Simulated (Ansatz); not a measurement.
SrAlSiH:
```xyz
4
Lattice="4.2068 0.0000 0.0000 -2.1034 3.6432 0.0000 0.0000 0.0000 4.7950" Properties=species:S:1:pos:R:3 pbc="T T T"
Sr     0.0000     0.0000     0.0262
Al     2.1034     1.2144     2.2309
Si     0.0000     2.4288     2.6594
H      2.1034     1.2144     0.4682
```

Relaxed with PBEsol.

Task: Map the electron localisation function on the plane through (0.000, 0.000, 0.005) spanned by u = [0, 0, 1] and v = [1, -1, 0] in lattice vectors, from DFT-PBEsol in the program Ansatz with PAW potentials.

Result: x is the fraction of u, y of v (the angle between them is 90°; rows are the nearest grid lines); atoms in the plane: Sr at (0.00, 0.00), Al at (0.46, 0.67), Si at (0.55, 0.33), H at (0.09, 0.67).
```
|0058873000000000002788500|
|5688851000011000001588865|
|8888730001111110000378888|
|6642100012333332100013566|
|1110001123344443210000111|
|2456654332223444432100012|
|7999986421001234432111257|
|9999999720020002332112699|
|9999999720010002332112699|
|9999998620000024442112489|
|5787654445778888764211135|
|2344333467889988775421112|
|0001124678889888887653100|
|0001235678888888888765210|
|1111356777643334688887531|
|2112356776522333578887632|
|1112356776522333578887631|
|0001245677654345788875310|
|0000124667766566777642100|
|2210001345666666543100122|
|7653100134455444321012567|
|8888730001122211000368888|
|5688851000111100001588865|
|0058873000000000002788500|
```
Scale: ten equal steps from 0.008 (start of '0') to 0.999 (end of '9'), in the order '0123456789'; x runs from 0.000 to 1.00, y from 0.000 (bottom) to 1.00 (top).

The density is the valence pseudo-density with augmentation charge, so density and ELF within about 1 Å of a nucleus are not all-electron values.

Space group P3m1. The workflow started from a Materials Project entry (that database holds measured and hypothetical structures alike); the Crystallography Open Database copy checked does not list it. Its standing as an ambient phase is unchecked. Symmetry was held in the PBEsol relaxation; its stability against distortions is not shown here.

Potentials: the later of the program's two PAW sets.
